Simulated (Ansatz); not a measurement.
LuAl3:
```xyz
4
Lattice="4.1586 0.0000 0.0000 0.0000 4.1586 0.0000 0.0000 0.0000 4.1586" Properties=species:S:1:pos:R:3 pbc="T T T"
Lu     0.0000     0.0000     0.0000
Al     0.0000     2.0793     2.0793
Al     2.0793     0.0000     2.0793
Al     2.0793     2.0793     0.0000
```

Relaxed with r²SCAN.

Q: Which orbitals make up the states near the Fermi level in the program Ansatz at the r²SCAN level (PAW)?

A: Within 0.5 eV of the Fermi level: Al 3p 45 %, Lu 5d 39 %, Al 3s 10 %. Projections are on Löwdin-orthogonalised atomic valence shells; empty p or d shells of many metals are not among them.

Q: Tabulate the density of states.

A: States/eV per cell of 4 atoms, in 0.25 eV bins, energy from the Fermi level.

| E (eV) | total | Lu 4f | Al 3p | Lu 5d |
|---|---|---|---|---|
| -7.85 | 0.72 | 0.00 | 0.34 | 0.09 |
| -7.60 | 0.81 | 0.00 | 0.39 | 0.12 |
| -7.35 | 0.86 | 0.00 | 0.42 | 0.14 |
| -7.10 | 0.82 | 0.00 | 0.41 | 0.13 |
| -6.85 | 0.75 | 0.00 | 0.38 | 0.11 |
| -6.60 | 0.79 | 0.00 | 0.40 | 0.11 |
| -6.35 | 0.87 | 0.01 | 0.44 | 0.12 |
| -6.10 | 1.09 | 0.01 | 0.55 | 0.15 |
| -5.85 | 1.18 | 0.02 | 0.57 | 0.17 |
| -5.60 | 1.30 | 0.04 | 0.56 | 0.20 |
| -5.35 | 1.61 | 0.09 | 0.59 | 0.31 |
| -5.10 | 1.74 | 0.28 | 0.53 | 0.34 |
| -4.85 | 2.45 | 1.22 | 0.50 | 0.28 |
| -4.60 | 54.18 | 52.86 | 0.65 | 0.26 |
| -4.35 | 1.82 | 0.81 | 0.46 | 0.25 |
| -4.10 | 1.27 | 0.21 | 0.51 | 0.26 |
| -3.85 | 1.30 | 0.10 | 0.64 | 0.28 |
| -3.60 | 1.61 | 0.07 | 0.88 | 0.34 |
| -3.35 | 1.39 | 0.03 | 0.73 | 0.34 |
| -3.10 | 1.58 | 0.03 | 0.88 | 0.38 |
| -2.85 | 1.69 | 0.02 | 1.07 | 0.37 |
| -2.60 | 2.04 | 0.02 | 1.34 | 0.47 |
| -2.35 | 2.27 | 0.01 | 1.44 | 0.62 |
| -2.10 | 2.59 | 0.01 | 1.57 | 0.83 |
| -1.85 | 2.88 | 0.01 | 1.66 | 1.04 |
| -1.60 | 2.21 | 0.01 | 1.23 | 0.83 |
| -1.35 | 1.51 | 0.01 | 0.80 | 0.59 |
| -1.10 | 1.20 | 0.00 | 0.61 | 0.48 |
| -0.85 | 1.08 | 0.00 | 0.52 | 0.45 |
| -0.60 | 1.18 | 0.00 | 0.56 | 0.51 |
| -0.35 | 1.18 | 0.00 | 0.55 | 0.50 |
| -0.10 | 1.16 | 0.00 | 0.53 | 0.47 |
| 0.15 | 1.17 | 0.00 | 0.52 | 0.42 |
| 0.40 | 0.95 | 0.00 | 0.42 | 0.31 |
| 0.65 | 1.28 | 0.00 | 0.55 | 0.40 |
| 0.90 | 1.77 | 0.01 | 0.76 | 0.55 |
| 1.15 | 2.70 | 0.01 | 1.22 | 0.84 |
| 1.40 | 1.80 | 0.01 | 0.73 | 0.58 |
| 1.65 | 1.70 | 0.00 | 0.67 | 0.50 |
| 1.90 | 2.04 | 0.01 | 0.74 | 0.65 |
| 2.15 | 1.52 | 0.00 | 0.38 | 0.54 |
| 2.40 | 2.17 | 0.00 | 0.46 | 0.82 |
| 2.65 | 2.71 | 0.00 | 0.74 | 1.04 |
| 2.90 | 2.16 | 0.00 | 0.71 | 0.83 |
| 3.15 | 2.19 | 0.00 | 0.64 | 0.90 |
| 3.40 | 2.77 | 0.00 | 0.85 | 1.11 |
| 3.65 | 2.99 | 0.00 | 0.96 | 1.22 |
| 3.90 | 2.61 | 0.00 | 0.79 | 1.05 |
| 4.15 | 2.64 | 0.00 | 0.80 | 1.15 |
| 4.40 | 3.17 | 0.00 | 0.87 | 1.54 |
| 4.65 | 2.21 | 0.00 | 0.77 | 0.72 |

Space group Pm-3m (Cu3Au type). The workflow started from a Materials Project entry (that database holds measured and hypothetical structures alike); the Crystallography Open Database copy checked does not list it. With Lu and Al taken as one species the cell has the higher symmetry Fm-3m, so it may be an ordered model of a mixed-site phase. Its standing as an ambient phase is unchecked. The cell was relaxed with r²SCAN under the symmetry of its start; whether a distortion lowers the energy is not shown. Spin–orbit coupling is left out wherever it is not named.

Potentials: the later of the program's two PAW sets.
